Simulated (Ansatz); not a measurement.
An Ansatz input (plane waves, PAW) for AlNi that has something wrong with it:

```yaml
crystal:
  lattice:
    - [2.8933713769, 0.0, 0.0]
    - [0.0, 2.8933713769, 0.0]
    - [0.0, 0.0, 2.8933713769]
  atoms:
    - { symbol: Al, position: [0.0, 0.0, 0.0] }
    - { symbol: Ni, position: [0.5, 0.5, 0.5], spin: 0.8, spin_axis: [0.0, 0.0, 1.0] }
basis:
  ecutwfc: 420
  ecutrho_ratio: 4
kpoints:
  mp_grid: { grid: [12, 12, 12] }
hamiltonian:
  xc: pbe
scf:
  occupations: { method: gaussian, width: 0.05 }
  max_iter: 60
output:
  forces: true
  stres: true
magnetization:
  noncollinear: true
  spin_orbit: true
```

Launched as:
```sh
ansatz run input.yaml --threads 4 --pin off --max-ram 7168MiB --backend cpu --events-out ev --progress --plain --runs-dir out
```

**Question.** What is wrong with it?

**Answer.** A misspelt key. Against the sound input: output.stress: "stress" → "stres" (the cap on iterations is only a precaution).

What the program printed:

```
Error: YAML parse error: error: line 21 column 3: unknown field `stres`, expected one of write_density, write_potential, write_potential_components, volumetric_format, write_bands, fatbands, populations, hubbard, elf, band_densities, bader, dos, optics, efg, charged_corrections, wannier, polarization, topological_invariants, transmission, current_voltage, crpa, pair_interaction, rpa_energy, embedding, core_levels, xc_energy_on_converged_density, boltztrap, local_orbitals, orbitals, eigenstates, states_by_energy, atomic_orbital_hamiltonian, active_space, given_orbital_levels, support_matrices, forces, stress, cutoff_correction, eigenvalues, band_residual_tolerance, publish_guard_bands
  --> <input>:21:3
   |
```

The input was refused before any iteration. It ran for 0.03 s on 4 threads of Intel(R) Xeon(R) Platinum 8259CL CPU @ 2.50GHz (Skylake/Cascade Lake), with other jobs on the host, peak memory 0.03 GiB. The run before the change (PBE with spin–orbit coupling, 420 eV, 12×12×12 mesh) gave:

| run | P (GPa) | gap on the mesh (eV) | cell moment (μB) | largest force component (eV/Å) |
| --- | --- | --- | --- | --- |
| sound | 0.0 | metal | 0.00 | 0.000 |

The two runs also differ in their start: the sound one had the moments 0.00, 0.05 μB typed, and went on from the state of an earlier run.

The chain of runs began from a cell as deposited in COD, expanded in volume.

Of that run: The starting moments died out; a magnetic state reached from other starts isn't excluded.
